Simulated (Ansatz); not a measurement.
Input and output of a single-point calculation on an ordered 6-atom cell of Si5Ge on the diamond lattice (P3m1) (Ansatz 0.2.0, PBE+SOC). Cell and atoms come from a relaxation with r2SCAN.

```yaml
crystal:
  lattice:
    - [3.8731228747, 0.0, 0.0]
    - [-1.9365614373, 3.3542228015, 0.0]
    - [0.0, 0.0, 9.4848246374]
  atoms:
    - { symbol: Si, position: [0.0, 0.0, -0.0032504489] }
    - { symbol: Si, position: [0.6666666667, 0.3333333333, 0.6665279476] }
    - { symbol: Si, position: [0.3333333333, 0.6666666667, 0.3366787532] }
    - { symbol: Si, position: [0.6666666667, 0.3333333333, 0.915302942] }
    - { symbol: Si, position: [0.3333333333, 0.6666666667, 0.5846298178] }
    - { symbol: Ge, position: [0.0, 0.0, 0.2501109882] }
kpoints:
  mp_grid: { grid: [12, 12, 4] }
  band_path:
    path:
      - [0.0, 0.0, 0.0]
      - [0.5, 0.0, 0.0]
      - [0.3333333333, 0.3333333333, 0.0]
      - [0.0, 0.0, 0.5]
      - [0.5, 0.0, 0.5]
      - [0.3333333333, 0.3333333333, 0.5]
      - [0.0, 0.416667, 0.169271]
      - [0.0, 0.0, 0.15]
    npoints: 1
hamiltonian:
  xc: pbe
scf:
  occupations: { method: fermi_dirac, width: 0.02 }
  n_extra_bands: 10
magnetization:
  noncollinear: true
  spin_orbit: true
output:
  forces: true
  stress: true
  eigenvalues: true
  write_density: true
  write_potential: true
  elf: true
  volumetric_format: npy
```

Some lines of the output have been replaced by numbered gaps.
```
Pseudopotential: Si, paw_fr, valence charge 4, recommended cutoff 420 eV (normal)
Pseudopotential: Ge, paw_fr, valence charge 14, recommended cutoff 420 eV (normal)
Functional definition: PBE
Crystal: 6 atoms, lattice volume = 123.220 Å³
Basis set: ecut = 420 eV, 2431 PW (Γ)
Bands: 44, of which v1, the nominal top of the filled ones, is band 34 counted from 1 (33 counted from 0)
Symmetry: 6 space group operations + 6 with time reversal
Magnetic group: BNS 156.50 (UNI 1280)
k-points: 69 of 576 (time reversal used)
Projection manifold: j_resolved (fully-relativistic pseudo-atomic orbitals)
SCF converged after 8 iterations
Magnetization: |M| = 0.0000 μB,  M = (+0.0000, +0.0000, +0.0000) μB
Free energy (F): -7474.065589 eV
Fermi energy:    6.937949 eV
--- Per-component energies (eV) ---
  E_band       = -139.808178
  E_kinetic    = 313.110550
  E_local      = -3443.703066
  E_nonlocal   = 549.061984
  E_hartree    = 1533.330648
  E_xc         = -351.477668
  E_vxc        = -298.325650
  E_paw        = -4584.660090
  E_vpaw       = -326.614352
  E_ewald      = -1489.728212
--- Forces (eV/Å), atoms counted from 1 ---
[1]
--- Stress (GPa, compression-positive) ---
        1.655940       0.000000       0.000000
        0.000000       1.655940       0.000000
        0.000000       0.000000       1.656378
  P = ⅓ Tr σ = 1.6561 GPa (16.561 kbar)
--- Band table (eV; the first three rows and the last of 69) ---
  k-point 0: bands = […, 5.6941, 5.6941, 6.5628, 6.5628, 6.6558, 6.6558, 6.6834, 6.6834, 8.1174, 8.1174, 8.1313, 8.1313, 9.1123, 9.1123, …]
  k-point 1: bands = […, 5.8049, 5.8049, 5.8576, 5.8580, 6.4681, 6.4681, 6.5428, 6.5430, 7.9675, 7.9675, 8.4143, 8.4143, 9.0794, 9.0794, …]
  k-point 2: bands = […, 6.0259, 6.0259, 6.0586, 6.0586, 6.2422, 6.2422, 6.3364, 6.3364, 7.9138, 7.9138, 8.7382, 8.7382, 8.7827, 8.7827, …]
  k-point 68: bands = […, 2.6485, 2.7038, 3.8196, 3.8326, 3.8344, 3.8410, 3.8728, 3.8775, 9.9098, 9.9153, 9.9314, 9.9347, 9.9542, 9.9644, …]
```

Problem. Fill in the blanks. They hold the forces.

Solution.
```
[1]
  atom   1  Si      0.00000      0.00000    -0.07112
  atom   2  Si      0.00000      0.00000    -0.00334
  atom   3  Si      0.00000      0.00000      0.08086
  atom   4  Si      0.00000      0.00000    -0.00588
  atom   5  Si      0.00000      0.00000      0.00958
  atom   6  Ge      0.00000      0.00000    -0.01012
```

The file bands.tsv (bands near the Fermi energy, numbered from 0, rounded):
```tsv
# k_distance	band_24	band_25	band_26	band_27	band_28	band_29	band_30	band_31	band_32	band_33	band_34	band_35	band_36	band_37	band_38	band_39	band_40	band_41
# fermi_ev = 6.937949
# [0, 0, 0] at k_distance = 0.000000
# [0.5, 0, 0] at k_distance = 0.936608
# [0.3333333333, 0.3333333333, 0] at k_distance = 1.477359
# [0, 0, 0.5] at k_distance = 2.608445
# [0.5, 0, 0.5] at k_distance = 3.545053
# [0.3333333333, 0.3333333333, 0.5] at k_distance = 4.085804
# [0, 0.416667, 0.169271] at k_distance = 4.689774
# [0, 0, 0.15] at k_distance = 5.470386
# levels_relative_to = fermi_ev
0.000	-1.314	-1.314	-1.244	-1.244	-0.375	-0.375	-0.282	-0.282	-0.255	-0.255	1.179	1.179	1.193	1.193	2.174	2.174	2.219	2.219
0.937	-3.208	-3.208	-3.193	-3.193	-3.092	-3.092	-2.185	-2.185	-2.062	-2.062	0.356	0.356	0.443	0.443	1.583	1.583	1.808	1.808
1.477	-4.746	-4.745	-4.686	-4.643	-2.515	-2.499	-2.476	-2.458	-2.411	-2.409	1.060	1.061	1.321	1.326	1.328	1.338	5.365	5.369
2.608	-1.561	-1.561	-0.912	-0.912	-0.879	-0.879	-0.696	-0.696	-0.602	-0.602	0.976	0.976	1.800	1.800	1.845	1.845	2.744	2.744
3.545	-3.945	-3.945	-2.970	-2.970	-2.849	-2.849	-1.582	-1.582	-1.521	-1.521	0.617	0.617	0.876	0.876	0.966	0.966	2.334	2.334
4.086	-4.367	-4.366	-4.289	-4.234	-3.118	-3.105	-3.104	-3.097	-3.065	-3.060	2.972	2.977	2.993	2.997	3.016	3.026	3.068	3.080
4.690	-3.110	-3.109	-3.086	-3.086	-2.383	-2.382	-1.953	-1.943	-1.741	-1.740	0.247	0.248	0.858	0.859	1.375	1.377	1.640	1.649
5.470	-1.233	-1.233	-1.172	-1.172	-0.724	-0.724	-0.379	-0.379	-0.310	-0.309	1.079	1.079	1.350	1.350	2.216	2.216	2.273	2.273
```
In order the rows are Γ, M, K, A, L, H, (0, 0.417, 0.169), Γ–A (0.30).

Run as `ansatz run input.yaml --threads 4 --pin off --max-ram 6451MiB --backend cpu --events-out ev --progress --plain --runs-dir out`. Wall time 62 s on 4 threads of Arm Neoverse N1, with other jobs on the host, load about 0.5 per core; peak host memory 1.2 GiB.

No magnetic order and no zero-point or thermal motion; the cell was built from a prototype and may be hypothetical.
